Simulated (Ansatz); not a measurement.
**ZnCd$_{2}$S$_{3}$ (I-4m2) at 2 levels of theory**

One geometry, relaxed with PBE; plane waves with PAW potentials in Ansatz, scalar-relativistic. No spin polarisation. Gaps are the least over mesh and band path; pressure is positive in compression.

```cif
data_structure
_symmetry_space_group_name_H-M 'I-4m2'
_symmetry_Int_Tables_number 119
_cell_length_a 4.0555
_cell_length_b 4.0555
_cell_length_c 17.4641
_cell_angle_alpha 90.000
_cell_angle_beta 90.000
_cell_angle_gamma 90.000
_cell_volume 287.23
loop_
_atom_site_label
_atom_site_type_symbol
_atom_site_symmetry_multiplicity
_atom_site_Wyckoff_symbol
_atom_site_fract_x
_atom_site_fract_y
_atom_site_fract_z
_atom_site_occupancy
Zn1 Zn 2 a 0.00000 0.00000 0.00000 1
Cd1 Cd 4 e 0.50000 0.50000 0.16143 1
S1 S 2 c 0.00000 0.50000 0.25000 1
S2 S 4 f 0.50000 0.00000 0.42749 1
```

```csv
level,cutoff (eV),k mesh,gap (eV),pressure (GPa)
PBE,420,10×10×10,1.23,0.0
```

Q: What comes out on the same cell with r2SCAN?

A:
```tsv
level	cutoff (eV)	k mesh	gap (eV)	pressure (GPa)
r2SCAN	500	10×10×10	1.70	-1.6
```

The cell was found from a structure generator's guess, not taken from experiment.
